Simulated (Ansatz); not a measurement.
SiOs (CsCl type, space group No. 221) under volume change, LDA (plane waves, PAW; program Ansatz), scaled uniformly.

| V (Å³/atom) | E − E(relaxed) (meV/atom) | P (GPa) |
|---|---|---|
| 11.322 | 120.1 | 37.63 |
| 11.695 | 50.1 | 22.87 |
| 12.068 | 11.7 | 10.41 |
| 12.441 | 0.0 | -0.01 |
| 12.815 | 10.4 | -8.67 |
| 13.188 | 39.4 | -16.06 |
| 13.561 | 84.5 | -22.44 |

### Question
What does a third-order Birch–Murnaghan fit give for V₀, B₀ and B′?

### Answer
V₀ = 12.44 Å³/atom, B₀ = 318 GPa, B′ = 4.7.

Space group Pm-3m (CsCl type). The first step of the workflow began from a Materials Project structure, measured or hypothetical; the Crystallography Open Database copy checked does not list it. COD files the formula under space group No. 198, so this cell is another polymorph or a model. Its standing as an ambient phase is unchecked. The cell was relaxed with LDA under the symmetry of its start; its stability against distortions is not shown here. The run is not spin-polarised. Spin–orbit coupling is left out wherever it is not named.

Potentials: the earlier of the program's two PAW sets.
